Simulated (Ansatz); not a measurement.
## Computed properties of CdBr2

CdBr2:
```yaml
crystal:
  lattice:
    - [2.00734, 1.15894, 13.13023]
    - [-2.00734, 1.15894, 13.13023]
    - [0.00000, -2.31788, 13.13023]
  atoms:
    - { symbol: Cd, position: [0.00000, 0.00000, 0.00000] }
    - { symbol: Cd, position: [0.50000, 0.50000, 0.50000] }
    - { symbol: Br, position: [0.20629, 0.20629, 0.20629] }
    - { symbol: Br, position: [0.79371, 0.79371, 0.79371] }
    - { symbol: Br, position: [0.62704, 0.62704, 0.62704] }
    - { symbol: Br, position: [0.37296, 0.37296, 0.37296] }
```

Space group R-3m (No. 166); conventional cell a = b = 4.015 Å, c = 39.391 Å, α = β = 90.00°, γ = 120.00°.

Method: r²SCAN (plane waves, PAW; program Ansatz). The cell and atoms are relaxed at this level. Other levels are named where they apply.

Cell and energy:

| Item | Value |
|---|---|
| Volume per atom | 30.55 Å³ |
| Density | 4.93 g/cm³ |
| Formation energy from the elements (no fitted shifts) | -103 kJ/mol of atoms |

Electronic structure:

| Property | Value |
|---|---|
| Band gap | 3.52 eV (smallest direct gap 3.52 eV) |
| Valence-band maximum | off the standard path, at k = (0.094, 0.193, 0.193) in fractions of the reciprocal vectors |
| Conduction-band minimum | at Γ |

The workflow started from a Materials Project entry (that database holds measured and hypothetical structures alike); the Crystallography Open Database files this formula in space group No. 166, but the cells were not matched. Its standing as an ambient phase is unchecked. Symmetry was held in the r²SCAN relaxation; its stability against distortions is not shown here. A crystal of weakly bound layers computed without a dispersion correction: the cell and the soft elastic constants depend strongly on that. The references are the lowest solids computed at this level, not always the standard phases. Spin–orbit coupling is left out wherever it is not named.

Potentials: the later of the program's two PAW sets.
